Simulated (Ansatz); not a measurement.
Ansatz input file:

```yaml
crystal:
  lattice:
    - [7.6671877233, 0.0, 0.0]
    - [0.0, 7.6671877233, 0.0]
    - [0.0, 0.0, 27.6279408436]
  atoms:
    - { symbol: Si, position: [0.5, 0.25, 0.3196540936] }
    - { symbol: Si, position: [0.5, 0.75, 0.3196540936] }
    - { symbol: Si, position: [0.0, 0.25, 0.3196540936] }
    - { symbol: Si, position: [0.0, 0.75, 0.3196540936] }
    - { symbol: Si, position: [0.5, 0.5, 0.3687124044] }
    - { symbol: Si, position: [0.5, 0.0, 0.3687124044] }
    - { symbol: Si, position: [0.0, 0.5, 0.3687124044] }
    - { symbol: Si, position: [0.0, 0.0, 0.3687124044] }
    - { symbol: Si, position: [0.75, 0.5, 0.4177707151] }
    - { symbol: Si, position: [0.75, 0.0, 0.4177707151] }
    - { symbol: Si, position: [0.25, 0.5, 0.4177707151] }
    - { symbol: Si, position: [0.25, 0.0, 0.4177707151] }
    - { symbol: Si, position: [0.7417864662, 0.748934707, 0.4650734673] }
    - { symbol: Si, position: [0.7574977285, 0.2495397446, 0.4644248193] }
    - { symbol: Si, position: [0.2456663751, 0.7504452019, 0.4676127527] }
    - { symbol: Si, position: [0.2538352163, 0.2501167371, 0.4686858439] }
    - { symbol: Si, position: [-0.0101314657, 0.7522435789, 0.5142041312] }
    - { symbol: Si, position: [-0.0042222702, 0.2430356312, 0.51722008] }
    - { symbol: Si, position: [0.4985629511, 0.7537511286, 0.5164846588] }
    - { symbol: Si, position: [0.5142312061, 0.2471751674, 0.5150303958] }
    - { symbol: Si, position: [0.9073357665, -0.0072717129, 0.5600943451] }
    - { symbol: Si, position: [0.9153082854, 0.5046417887, 0.5577737117] }
    - { symbol: Si, position: [0.5921771399, 0.0004078078, 0.5597081631] }
    - { symbol: Si, position: [0.5854075375, 0.505890501, 0.5587594707] }
    - { symbol: H, position: [0.4108024504, 0.2480354421, 0.2717759248] }
    - { symbol: H, position: [0.3113981744, 0.7494612007, 0.3056706269] }
    - { symbol: H, position: [0.9090015535, 0.2511674319, 0.2720255246] }
    - { symbol: H, position: [0.8106687061, 0.7508496949, 0.3064098322] }
    - { symbol: H, position: [0.6889244682, 0.2505051483, 0.3061493524] }
    - { symbol: H, position: [0.5906263648, 0.7512952559, 0.2719598289] }
    - { symbol: H, position: [0.1884716758, 0.2495544451, 0.3057047748] }
    - { symbol: H, position: [0.0883093146, 0.7482099563, 0.2716466204] }
    - { symbol: O, position: [0.9840534275, -0.0218623809, 0.6170698075] }
    - { symbol: H, position: [0.0043372306, 0.0903502761, 0.6324547129] }
    - { symbol: O, position: [0.9877321579, 0.4839128238, 0.6146856005] }
    - { symbol: H, position: [-0.0112733548, 0.5919155419, 0.6331665116] }
    - { symbol: O, position: [0.513430026, 0.0298314628, 0.616149158] }
    - { symbol: H, position: [0.5240843822, 0.9292724815, 0.6373402808] }
    - { symbol: O, position: [0.518325104, 0.4869127589, 0.6161573351] }
    - { symbol: H, position: [0.4925973486, 0.3667872362, 0.6252102958] }
    - { symbol: H, position: [0.744552479, 0.6639470084, 0.5721354253] }
basis:
  ecutwfc: 420
kpoints:
  mp_grid: { grid: [2, 2, 1] }
hamiltonian:
  xc: pbe
  dispersion: d3bj
scf:
  occupations: { method: gaussian, width: 0.05 }
output:
  forces: true
  eigenvalues: true
  write_density: true
  volumetric_format: npy
efield:
  axis: 3
  dipole_correction: true
  ramp_width: 0.04
```

Command:
```bash
ansatz run input.yaml --threads 4 --pin off --max-ram 10240MiB --backend cpu --events-out ev --progress --plain --runs-dir out
```

Theory: DFT PBE+D3(BJ), scalar-relativistic, plane waves, PAW (Ansatz).

Abridged output (iterations and final results):

```
SCF iter   1: F=—  HF=-17739.655127 eV  |F-HF|=—  |Δ(HF+E_count)|=         —  Δρ=2.34e-3  dr2=1.99e-1  ethr=1.77e-3  p=-0.051 e·Å  D=-5.64e-3 V/Å  ΔV_dip=0.16 eV  dr2_dipole=3.43e-2  V_vac-E_F(+/−)=4.11/3.95 eV  ⟨swp⟩=8.2  Hψ=2512  notcnv=0  defer=75
efield: sawtooth ramp at fractional position 0.9345 (placed from the atoms, in the widest stretch of the axis that holds none; the zero of the levels goes with the place), width 0.0400; the density the first Hamiltonian is built on has a dipole p = -0.051 e·Å; the dipole correction subtracts the counter field D = -5.64e-3 V/Å, which shifts the + side's vacuum level by +0.16 eV against the − side's; the planar-averaged density in the ramp window peaks in size at 6.3e-6 e/Å³
SCF iter   2: F=—  HF=-17739.643675 eV  |F-HF|=—  |Δ(HF+E_count)|=   1.15e-2  Δρ=1.21e-3  dr2=1.26e-1  ethr=1.50e-4  p=0.124 e·Å  D=1.38e-2 V/Å  ΔV_dip=-0.38 eV  dr2_dipole=3.08e-2  V_vac-E_F(+/−)=4.04/4.42 eV  ⟨swp⟩=2.8  Hψ=731  notcnv=0  defer=143
SCF iter   3: F=—  HF=-17739.634270 eV  |F-HF|=—  |Δ(HF+E_count)|=   9.41e-3  Δρ=7.78e-4  dr2=3.80e-2  ethr=9.49e-5  p=0.014 e·Å  D=1.56e-3 V/Å  ΔV_dip=-0.04 eV  dr2_dipole=1.32e-2  V_vac-E_F(+/−)=4.08/4.13 eV  ⟨swp⟩=2.0  Hψ=395  notcnv=0  defer=143
SCF iter   4: F=—  HF=-17739.631678 eV  |F-HF|=—  |Δ(HF+E_count)|=   2.59e-3  Δρ=4.25e-4  dr2=7.97e-3  ethr=2.86e-5  p=0.057 e·Å  D=6.30e-3 V/Å  ΔV_dip=-0.17 eV  dr2_dipole=9.80e-4  V_vac-E_F(+/−)=4.04/4.21 eV  ⟨swp⟩=1.2  Hψ=465  notcnv=0  defer=145
SCF iter   5: F=—  HF=-17739.631086 eV  |F-HF|=—  |Δ(HF+E_count)|=   5.92e-4  Δρ=1.46e-4  dr2=5.26e-4  ethr=6.00e-6  p=0.073 e·Å  D=8.17e-3 V/Å  ΔV_dip=-0.23 eV  dr2_dipole=1.01e-4  V_vac-E_F(+/−)=4.03/4.26 eV  ⟨swp⟩=2.0  Hψ=441  notcnv=0  defer=141
SCF iter   6: F=—  HF=-17739.631228 eV  |F-HF|=—  |Δ(HF+E_count)|=   1.41e-4  Δρ=5.97e-5  dr2=5.67e-5  ethr=3.96e-7  p=0.080 e·Å  D=8.94e-3 V/Å  ΔV_dip=-0.25 eV  dr2_dipole=8.99e-7  V_vac-E_F(+/−)=4.03/4.27 eV  ⟨swp⟩=2.0  Hψ=536  notcnv=0  defer=141
SCF iter   7: F=—  HF=-17739.631678 eV  |F-HF|=—  |Δ(HF+E_count)|=   4.50e-4  Δρ=2.01e-5  dr2=6.39e-6  ethr=4.27e-8  p=0.082 e·Å  D=9.08e-3 V/Å  ΔV_dip=-0.25 eV  dr2_dipole=7.13e-8  V_vac-E_F(+/−)=4.02/4.28 eV  ⟨swp⟩=2.0  Hψ=555  notcnv=0  defer=141
SCF iter   8: F=—  HF=-17739.631680 eV  |F-HF|=—  |Δ(HF+E_count)|=   2.45e-6  Δρ=5.29e-6  dr2=4.82e-7  ethr=4.80e-9  p=0.082 e·Å  D=9.14e-3 V/Å  ΔV_dip=-0.25 eV  dr2_dipole=2.22e-9  V_vac-E_F(+/−)=4.02/4.28 eV  ⟨swp⟩=2.0  Hψ=551  notcnv=0  defer=141
SCF iter   9: F=-17739.631681 eV  HF=-17739.631681 eV  |F-HF|=5.78e-8  |Δ(HF+E_count)|=   5.06e-7  Δρ=1.73e-6  dr2=6.86e-8  ethr=7.52e-11  p=0.082 e·Å  D=9.15e-3 V/Å  ΔV_dip=-0.25 eV  dr2_dipole=8.42e-11  V_vac-E_F(+/−)=4.02/4.28 eV  ⟨swp⟩=21.8  Hψ=3415  notcnv=0
SCF 1 converged in 9 iterations: F = -17739.631681 eV  dr2 = 6.86e-8
SCF converged after 9 iterations
Free energy (F): -17739.631681 eV
Harris-Foulkes:  -17739.631681 eV  (|F-HF|=5.78e-8)
Internal energy: -17739.631681 eV  (E = F + TS)
E sigma→0 (E₀):  -17739.631681 eV
Fermi energy:    -0.649184 eV
Dipole field:    D = 0.009153 V/Å  (p = 0.082150 e·Å, saw-weighted, corrected)
Work function:   Φ+ = 4.0238 eV   Φ− = 4.2766 eV
Levels:          The Fermi level and band energies are counted from a zero that moves with the ramp; work functions are not
--- Per-component energies (eV) ---
  E_band       = -936.871326
  E_kinetic    = 1857.806679
  E_local      = -50609.558036  (includes V_loc(G=0)·N_el)
  E_nonlocal   = 835.830612
  E_hartree    = 24420.010200
  E_xc         = -1734.816869
  E_vxc        = -1646.511685  (∫ρ·V_xc dr)
  E_paw        = -12948.851388  (= ΣΔE_a)
  E_vpaw       = -213.923437  (= ΣTr[D̂ρ^β])
  E_aug_tail   = -0.005769  (compensation charges beyond the density's cutoff)
  E_efield     = 0.000376  (sawtooth field / dipole correction)
  E_vefield    = -0.532015  (∫n·V_field dr)
  E_ewald      = 20446.595483
  E_disp       = -6.642969  (pairwise vdW)
  E_smearing   =  0.000000  (= −TS)
--- Forces (eV/Å), atoms counted from 1 ---
  atom   1  Si     0.68999347    -0.02541234     0.26650189
  atom   2  Si    -0.78429517     0.01301036     0.25920089
  atom   3  Si     0.75545481     0.00963833     0.27565950
  atom   4  Si    -0.68171341    -0.01915298     0.26096247
  atom   5  Si     0.04923996    -0.03793715    -0.18411956
  atom   6  Si     0.05309541     0.01231369    -0.18018674
  atom   7  Si    -0.05752392     0.05286146    -0.17243634
  atom   8  Si    -0.05871296    -0.06431207    -0.17977408
  atom   9  Si     0.00852126    -0.01452681    -0.42327468
  atom  10  Si    -0.01768497     0.01108384    -0.41553914
  atom  11  Si    -0.00934535    -0.09944426     0.26890619
  atom  12  Si     0.02360393     0.15285124     0.21359473
  atom  13  Si     0.00503713     0.00651550     0.00076297
  atom  14  Si     0.00166676     0.00327899     0.00057352
  atom  15  Si     0.00288080     0.00057505     0.00132238
  atom  16  Si     0.00297711    -0.00056831    -0.00090653
  atom  17  Si     0.00572194    -0.00092468    -0.00000065
  atom  18  Si    -0.00393682     0.00080360    -0.00052577
  atom  19  Si    -0.00439378     0.00486799    -0.00700686
  atom  20  Si     0.00319044     0.00342321    -0.00169401
  atom  21  Si    -0.00051466     0.01256737     0.01042267
  atom  22  Si    -0.00477448    -0.00630718     0.01587567
  atom  23  Si    -0.00697849     0.00260063     0.01009711
  atom  24  Si    -0.00235864    -0.00849651     0.00794837
  atom  25  H     -0.00379900     0.01493523    -0.00555853
  atom  26  H      0.00304413     0.00171684    -0.00057876
  atom  27  H      0.00445183    -0.00989655     0.00566641
  atom  28  H      0.02521712    -0.00330792     0.00552235
  atom  29  H     -0.01101028    -0.00143126     0.00283456
  atom  30  H     -0.00447698    -0.01487197     0.00446098
  atom  31  H      0.00601619     0.00243071    -0.00238988
  atom  32  H      0.00298110     0.01141032    -0.00535967
  atom  33  O     -0.00142475     0.03481605     0.00596179
  atom  34  H      0.00061116    -0.02970357    -0.01998761
  atom  35  O     -0.00845670     0.00288139    -0.00798224
  atom  36  H     -0.00264620    -0.01166203    -0.00320913
  atom  37  O      0.00231510    -0.01971953     0.00768704
  atom  38  H      0.00149830     0.02119087    -0.01162047
  atom  39  O     -0.00482878    -0.03962276     0.00815283
  atom  40  H      0.01362058     0.03952845    -0.01664201
  atom  41  H      0.00775600    -0.00803776     0.00677321
--- Band table (eV) ---
  k-point 0: bands = ["-21.7287", "-21.6773", "-21.5946", "-21.5690", "-12.7584", "-11.9814", "-10.9773", "-10.7849", "-10.7484", "-10.7259", "-10.6264", "-10.6107", "-10.5163", "-10.0311", "-9.9450", "-9.2661", "-9.0738", "-8.8771", "-8.8409", "-8.7209", "-8.6419", "-8.5719", "-8.3408", "-8.0819", "-7.6514", "-7.3548", "-7.3288", "-7.1032", "-6.8151", "-6.7078", "-6.2036", "-6.1585", "-6.0996", "-5.7896", "-5.7300", "-5.4950", "-5.4273", "-5.1990", "-4.9551", "-4.8398", "-4.5254", "-4.4980", "-4.4895", "-4.4119", "-4.2871", "-4.0671", "-3.9924", "-3.7285", "-3.6105", "-3.5868", "-3.5114", "-3.2766", "-3.2025", "-3.1485", "-2.8983", "-2.6600", "-2.6272", "-2.4899", "-2.1688", "-2.1436", "-2. ...
  k-point 1: bands = ["-21.7238", "-21.6754", "-21.5954", "-21.5755", "-12.3491", "-12.1242", "-11.5873", "-11.3620", "-10.4761", "-10.4035", "-10.3414", "-10.2969", "-10.1734", "-10.1473", "-10.1352", "-10.1265", "-9.3778", "-9.3506", "-9.0849", "-8.9178", "-8.5057", "-8.0856", "-7.4473", "-7.4363", "-7.3288", "-7.2997", "-7.0641", "-6.8281", "-6.4487", "-6.3187", "-6.2736", "-6.2587", "-6.0046", "-5.9131", "-5.8186", "-5.5373", "-5.2292", "-5.0372", "-4.9333", "-4.8643", "-4.7326", "-4.4629", "-4.3686", "-4.2722", "-4.1677", "-4.1131", "-4.0525", "-4.0314", "-3.9521", "-3.9480", "-3.7472", "-3.7157", "-3.5331", "-3.4838", "-3.2513", "-3.1279", "-3.0774", "-2.9220", "-2.8933", "-2.6279", "- ...
  k-point 2: bands = ["-21.7260", "-21.6768", "-21.5945", "-21.5725", "-12.4986", "-11.9665", "-11.6277", "-11.0678", "-10.8207", "-10.4926", "-10.3804", "-10.1718", "-10.1241", "-10.1173", "-10.0233", "-9.9506", "-9.5387", "-9.5139", "-9.1009", "-8.9811", "-8.5430", "-7.8400", "-7.6654", "-7.5538", "-7.2929", "-7.2715", "-7.1481", "-7.0447", "-6.7802", "-6.3539", "-6.0432", "-5.7850", "-5.6615", "-5.5954", "-5.5198", "-5.3880", "-5.2349", "-5.2001", "-5.0525", "-4.9554", "-4.7907", "-4.6753", "-4.6030", "-4.5201", "-4.4645", "-4.3464", "-4.2542", "-4.0097", "-3.9301", "-3.8193", "-3.5768", "-3.5228", "-3.4323", "-3.3384", "-3.1101", "-3.0065", "-2.9143", "-2.8769", "-2.7679", "-2.6923", "-2 ...
  k-point 3: bands = ["-21.7217", "-21.6733", "-21.5968", "-21.5784", "-12.1450", "-11.7999", "-11.4739", "-11.4134", "-11.1934", "-11.0349", "-10.6683", "-10.6054", "-10.1543", "-10.0712", "-9.9601", "-9.9227", "-9.1512", "-9.0555", "-9.0192", "-8.9323", "-8.1758", "-7.8627", "-7.7697", "-7.7006", "-7.2935", "-7.0865", "-6.5841", "-6.5188", "-6.2159", "-5.9514", "-5.9109", "-5.8704", "-5.7781", "-5.6214", "-5.2718", "-5.2443", "-5.0856", "-5.0558", "-4.9646", "-4.8895", "-4.8643", "-4.8251", "-4.7968", "-4.6682", "-4.5532", "-4.5123", "-4.4296", "-4.2577", "-4.1632", "-4.1241", "-4.0652", "-3.9847", "-3.8054", "-3.5249", "-3.3536", "-3.3181", "-3.2969", "-3.2384", "-2.9038", "-2.8273", "-2. ...
```

Self-consistency was reached.

Time: 11 s on 4 threads of Intel(R) Xeon(R) 6975P-C (Granite Rapids) (shared host), peak memory 4 GiB.

The cell has an odd number of electrons and was run without spin polarisation, which forces a half-filled band: energy, forces and stress belong to that artificial state.